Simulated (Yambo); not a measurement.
**Optical response of Rb₂SiF₆**

```
Rb2SiF6
1.0
    0.00000     4.17664     4.17664
    4.17664     0.00000     4.17664
    4.17664     4.17664     0.00000
F Si Rb
6 1 2
Cartesian
  4.17664   6.65113   4.17664
  4.17664   1.70215   4.17664
  1.70215   4.17664   4.17664
  6.65113   4.17664   4.17664
  4.17664   4.17664   6.65113
  4.17664   4.17664   1.70215
  0.00000   0.00000   0.00000
  6.26496   6.26496   6.26496
  2.08832   2.08832   2.08832
```

Yambo, RPA with local fields on PBEsol bands shifted by a G0W0 scissor of 4.14 eV; 4×4×4 mesh, 115 bands, 3 Ry local-field block, 0.2 eV broadening; field along x.

```json
[
 {"E (eV)": "0.0", "Im ε": "0.00", "Re ε": "1.73", "Im ε, independent particles": "0.00"},
 {"E (eV)": "0.6", "Im ε": "0.00", "Re ε": "1.73", "Im ε, independent particles": "0.00"},
 {"E (eV)": "1.2", "Im ε": "0.00", "Re ε": "1.73", "Im ε, independent particles": "0.00"},
 {"E (eV)": "1.9", "Im ε": "0.00", "Re ε": "1.73", "Im ε, independent particles": "0.00"},
 {"E (eV)": "2.5", "Im ε": "0.00", "Re ε": "1.74", "Im ε, independent particles": "0.00"},
 {"E (eV)": "3.1", "Im ε": "0.00", "Re ε": "1.75", "Im ε, independent particles": "0.00"},
 {"E (eV)": "3.8", "Im ε": "0.00", "Re ε": "1.75", "Im ε, independent particles": "0.00"},
 {"E (eV)": "4.4", "Im ε": "0.00", "Re ε": "1.76", "Im ε, independent particles": "0.00"},
 {"E (eV)": "5.0", "Im ε": "0.00", "Re ε": "1.77", "Im ε, independent particles": "0.01"},
 {"E (eV)": "5.6", "Im ε": "0.00", "Re ε": "1.79", "Im ε, independent particles": "0.01"},
 {"E (eV)": "6.2", "Im ε": "0.01", "Re ε": "1.80", "Im ε, independent particles": "0.01"},
 {"E (eV)": "6.9", "Im ε": "0.01", "Re ε": "1.82", "Im ε, independent particles": "0.01"},
 {"E (eV)": "7.5", "Im ε": "0.01", "Re ε": "1.85", "Im ε, independent particles": "0.01"},
 {"E (eV)": "8.1", "Im ε": "0.01", "Re ε": "1.87", "Im ε, independent particles": "0.01"},
 {"E (eV)": "8.8", "Im ε": "0.01", "Re ε": "1.90", "Im ε, independent particles": "0.01"},
 {"E (eV)": "9.4", "Im ε": "0.01", "Re ε": "1.94", "Im ε, independent particles": "0.02"},
 {"E (eV)": "10.0", "Im ε": "0.02", "Re ε": "1.99", "Im ε, independent particles": "0.02"},
 {"E (eV)": "10.6", "Im ε": "0.02", "Re ε": "2.05", "Im ε, independent particles": "0.03"},
 {"E (eV)": "11.2", "Im ε": "0.03", "Re ε": "2.14", "Im ε, independent particles": "0.04"},
 {"E (eV)": "11.9", "Im ε": "0.07", "Re ε": "2.28", "Im ε, independent particles": "0.08"},
 {"E (eV)": "12.5", "Im ε": "0.18", "Re ε": "2.41", "Im ε, independent particles": "0.20"},
 {"E (eV)": "13.1", "Im ε": "0.54", "Re ε": "2.32", "Im ε, independent particles": "0.60"},
 {"E (eV)": "13.8", "Im ε": "0.50", "Re ε": "2.47", "Im ε, independent particles": "0.58"},
 {"E (eV)": "14.4", "Im ε": "0.78", "Re ε": "2.55", "Im ε, independent particles": "0.87"},
 {"E (eV)": "15.0", "Im ε": "0.97", "Re ε": "2.71", "Im ε, independent particles": "1.15"},
 {"E (eV)": "15.6", "Im ε": "1.33", "Re ε": "2.05", "Im ε, independent particles": "1.44"},
 {"E (eV)": "16.2", "Im ε": "1.15", "Re ε": "1.48", "Im ε, independent particles": "1.17"},
 {"E (eV)": "16.9", "Im ε": "0.87", "Re ε": "1.85", "Im ε, independent particles": "0.97"},
 {"E (eV)": "17.5", "Im ε": "1.05", "Re ε": "1.85", "Im ε, independent particles": "1.19"},
 {"E (eV)": "18.1", "Im ε": "1.00", "Re ε": "1.64", "Im ε, independent particles": "1.07"},
 {"E (eV)": "18.8", "Im ε": "0.76", "Re ε": "1.63", "Im ε, independent particles": "0.91"},
 {"E (eV)": "19.4", "Im ε": "0.97", "Re ε": "1.96", "Im ε, independent particles": "1.21"},
 {"E (eV)": "20.0", "Im ε": "1.07", "Re ε": "1.56", "Im ε, independent particles": "1.73"}
]
```

Peak heights and small wiggles depend on the k mesh. Convergence of the RPA response with its 4×4×4 mesh was not tested. The scissor comes from a G0W0 run whose convergence isn't established. No excitonic effects at this level.

Geometry of the Materials Project entry, not relaxed at this level.

The structure is a Materials Project entry; no match was found in the copy of COD used, and its stability was not checked.
